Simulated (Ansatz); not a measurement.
All numbers below come from DFT PBE, scalar-relativistic, plane waves, PAW in Ansatz 0.2.0. All cells share a 420 eV cutoff and Γ-centred k meshes spaced at most about 0.3 Å⁻¹ (about 0.25 or finer for metals, 2π included). Collinear spin in cells that started with moments and kept them past the coarse steps, no spin elsewhere.

All energies are static (0 K, no zero-point motion). All come from trial cells, and lower structures may exist.

Task: These unrelaxed guesses for GdSbTe₃ are each relaxed within their symmetry. Order them by the energy at which they end, lowest first.
A.

```
Gd Sb Te
1.0
     5.12402    0.00000    0.00000
     0.00000    5.12402    0.00000
     0.00000    0.00000    5.12402
Gd Sb Te
1 1 3
Direct
  0.50000 0.50000 0.50000
  0.00000 0.00000 0.00000
  0.50000 0.00000 0.50000
  0.50000 0.50000 0.00000
  0.00000 0.50000 0.50000
```

B.

```
Gd Sb Te
1.0
     5.29211    0.00000    0.00000
     0.00000    5.29211    0.00000
     0.00000    0.00000    5.29211
Gd Sb Te
1 1 3
Direct
  0.00000 0.00000 0.00000
  0.50000 0.50000 0.50000
  0.00000 0.50000 0.50000
  0.50000 0.50000 0.00000
  0.50000 0.00000 0.50000
```

C.

```
Gd Sb Te
1.0
     4.94927    0.00000    0.00000
     0.00000    4.94927    0.00000
     0.00000    0.00000    6.26258
Gd Sb Te
1 1 3
Direct
  0.00000 0.00000 0.00000
  0.50000 0.50000 0.66200
  0.50000 0.50000 0.10590
  0.00000 0.50000 0.50000
  0.50000 0.00000 0.50000
```

Result: C (ends in P4mm, 0 meV/atom), B (ends in Pm-3m, cubic perovskite type, 0.36 eV/atom), A (ends in Pm-3m, cubic perovskite type, 0.48 eV/atom).

These runs have no spin–orbit coupling, which can matter for Sb and Te. In such compounds of Gd a zero gap at this level may well be an artefact, since no Hubbard U is applied. Another magnetic order may lie lower. Cells relaxed within their symmetry can be saddle points. Some structure types and database cells were kept out of the candidates from the start, so a known form may be missing.
